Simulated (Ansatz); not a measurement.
Relaxed-ion elastic tensor of ZnO (wurtzite, P6_3mc) in GPa (Voigt order), the program Ansatz at the PBE level (PAW); density 5.48 g/cm³, 12.33 Å³ per atom.

```
 188   107  92.4   0.0   0.0   0.0
 107   188  92.4   0.0   0.0   0.0
92.4  92.4   200   0.0   0.0   0.0
 0.0   0.0   0.0  37.1   0.0   0.0
 0.0   0.0   0.0   0.0  37.1   0.0
 0.0   0.0   0.0   0.0   0.0  40.6
```

Task: Is the crystal mechanically stable?

Result: Yes: the smallest eigenvalue of C is 37.1 GPa.

Task: Work out the Voigt, Reuss and Hill averages.

Result: K_V = 129, K_R = 129, K_H = 129; G_V = 42.0, G_R = 41.1, G_H = 41.5 GPa.

Task: Give Young's modulus, Poisson's ratio, Pugh's ratio and the universal anisotropy index.

Result: E = 9KG/(3K + G) = 113 GPa; ν = 0.35; K/G = 3.10 (ductile by the Pugh limit of 1.75); A_U = 5G_V/G_R + K_V/K_R − 6 = 0.10.

Task: Estimate the sound speeds and the Debye temperature.

Result: v_l = √((K + 4G/3)/ρ) = 5800 m/s, v_t = √(G/ρ) = 2750 m/s, mean 3100 m/s; Θ = (h/k)(3n/4πV)^(1/3) v_m = 399 K.

Task: Solve the Christoffel equation for the three sound speeds along x, y, z.

Result: Eigenvalues of C_ijkl n_j n_l equal ρv² (piezoelectric stiffening left out). In km/s, slowest first: x 2.60, 2.72, 5.86; y 2.60, 2.72, 5.86; z 2.60, 2.60, 6.05.

Task: How much does each axis shrink under pressure?

Result: Linear compressibilities β_i = Σ_j S_ij (j = 1 to 3): x 2.6, y 2.6, z 2.6 per TPa.

The PBE relaxation kept the symmetry of its start; phonons on a q-mesh show no instability.

Potentials: the later of the program's two PAW sets.
